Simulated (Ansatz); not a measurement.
CsSnI3 — ¹¹⁹Sn Mössbauer parameters

Cell: a measured structure from the Crystallography Open Database (COD) whose atoms were relaxed with PBE, the cell held.

```cif
data_CsSnI3
_symmetry_space_group_name_H-M 'Pnma'
_symmetry_Int_Tables_number 62
_cell_length_a 10.3495
_cell_length_b 4.7632
_cell_length_c 17.6840
_cell_angle_alpha 90.000
_cell_angle_beta 90.000
_cell_angle_gamma 90.000
loop_
_atom_site_label
_atom_site_type_symbol
_atom_site_symmetry_multiplicity
_atom_site_Wyckoff_symbol
_atom_site_fract_x
_atom_site_fract_y
_atom_site_fract_z
Cs Cs 4 c 0.9144 0.7500 0.6705
Sn Sn 4 c 0.3415 0.2500 0.5610
I9 I 4 c 0.5318 0.7500 0.6151
I13 I 4 c 0.1632 0.7500 0.5003
I17 I 4 c 0.2018 0.2500 0.7111
```

One atom of each set is listed.

The numbers come from a DFT calculation in Ansatz (PBE, plane waves and PAW, scalar-relativistic, 420 eV cutoff, Γ-centred 3×6×2 k-points, Fermi–Dirac smearing 0.02 eV).

Isomer shifts (against SnO₂) follow from the electron density at the nucleus, δ = α(ρ − ρ₀), with α = 0.099 mm s⁻¹ a₀³ and ρ₀ = 183191.44 a₀⁻³ from a line fitted to 8 measured compounds at this level of theory (rms miss 0.12 mm/s). ΔE_Q = ½eQV_zz(1 + η²/3)^½ with Q = -0.132 b for the 23.9 keV state.

Q: What would the ¹¹⁹Sn spectrum's parameters be?

A: 

```csv
site,atoms,first shell,ρ − ρ₀ (a₀⁻³),δ (mm/s),ΔE_Q (mm/s),η
Sn,4,6 I at 3.02–3.38 Å,40.3,3.98,0.37,0.46
```

The shift of Sn is typical of Sn(II).

Without spin–orbit coupling the gradients at and beside I can be off by some per cent, at some sites by more. Shifts outside the range of the fitted compounds (-0.5 to 3.2 mm/s for Sn) are extrapolations.
